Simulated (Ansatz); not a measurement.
ScOF:
```xyz
12
Lattice="5.1944 0.0000 0.0000 0.0000 5.0395 0.0000 0.0000 0.0000 5.1398" Properties=species:S:1:pos:R:3 pbc="T T T"
Sc     0.1269     1.5342     1.2436
Sc     5.0676     3.5053     3.8135
Sc     2.7241     3.5053     1.2436
Sc     2.4703     1.5342     3.8135
F      1.9089     0.3161     0.6498
F      3.2855     4.7235     3.2198
F      4.5061     4.7235     0.6498
F      0.6883     0.3161     3.2198
O      1.2673     2.7005     5.0761
O      3.9271     2.3390     2.5062
O      3.8645     2.3390     5.0761
O      1.3299     2.7005     2.5062
```

Relaxed with r²SCAN. Independent-particle spectrum: no excitons, no local fields, no scissors shift; 0.1 eV broadening; ε₁ of the summed bands alone.

Task: Tabulate the dielectric function from the program Ansatz at the r²SCAN level (PAW).

Result: 

| E (eV) | ε₁ xx | ε₂ xx | ε₁ yy | ε₂ yy | ε₁ zz | ε₂ zz |
|---|---|---|---|---|---|---|
| 0.0 | 3.57 | 0.00 | 3.09 | 0.00 | 3.48 | 0.00 |
| 0.5 | 3.58 | 0.00 | 3.09 | 0.00 | 3.49 | 0.00 |
| 1.0 | 3.60 | 0.00 | 3.11 | 0.00 | 3.51 | 0.00 |
| 1.5 | 3.65 | 0.00 | 3.14 | 0.00 | 3.56 | 0.00 |
| 2.0 | 3.72 | 0.00 | 3.18 | 0.00 | 3.63 | 0.00 |
| 2.5 | 3.82 | 0.00 | 3.24 | 0.00 | 3.73 | 0.00 |
| 3.0 | 3.96 | 0.00 | 3.32 | 0.00 | 3.86 | 0.00 |
| 3.5 | 4.15 | 0.00 | 3.42 | 0.00 | 4.04 | 0.00 |
| 4.0 | 4.42 | 0.00 | 3.55 | 0.00 | 4.31 | 0.00 |
| 4.5 | 4.82 | 0.00 | 3.73 | 0.00 | 4.73 | 0.00 |
| 5.0 | 5.53 | 0.00 | 3.98 | 0.00 | 5.78 | 0.06 |
| 5.5 | 7.78 | 1.23 | 4.37 | 0.02 | 5.60 | 1.50 |
| 6.0 | 6.54 | 2.46 | 4.99 | 0.11 | 6.57 | 1.91 |
| 6.5 | 6.30 | 4.84 | 6.09 | 0.76 | 5.97 | 4.18 |
| 7.0 | 4.04 | 5.90 | 6.42 | 3.14 | 4.84 | 5.27 |
| 7.5 | 3.18 | 5.61 | 5.79 | 3.74 | 2.55 | 5.03 |
| 8.0 | 3.53 | 4.48 | 4.32 | 4.47 | 3.17 | 4.25 |
| 8.5 | 2.20 | 6.88 | 3.12 | 6.33 | 3.88 | 6.14 |
| 9.0 | 0.04 | 6.45 | 2.17 | 5.88 | 1.02 | 6.38 |
| 9.5 | -0.87 | 4.52 | 0.24 | 5.90 | -0.48 | 5.32 |
| 10.0 | -1.94 | 4.11 | -0.16 | 4.01 | -1.55 | 3.93 |
| 10.5 | -1.49 | 2.15 | -0.76 | 3.96 | -1.81 | 2.84 |
| 11.0 | -1.06 | 1.69 | -1.16 | 2.90 | -1.44 | 1.79 |
| 11.5 | -0.84 | 1.26 | -0.78 | 1.81 | -0.91 | 1.05 |
| 12.0 | -0.18 | 0.93 | -0.36 | 1.40 | -0.25 | 0.88 |

Task: From ε at 5.7 eV (xx: 6.79 + 2.81i), find n, k, the normal reflectivity and the absorption coefficient.

Result: n = 2.66, k = 0.528, R = 22 %, α = 2kE/ħc = 310000 cm⁻¹.

With all bands, ε∞ without local fields is 3.84 (xx), 3.36 (yy), 3.76 (zz).

Space group Pca2_1. The start of the workflow was typed in or built on a structure type; neither database checked (COD, Materials Project) lists it. Its standing as an ambient phase is unchecked. The r²SCAN relaxation kept the symmetry of its start; its stability against distortions is not shown here. The run is not spin-polarised.

Potentials: the earlier of the program's two PAW sets.
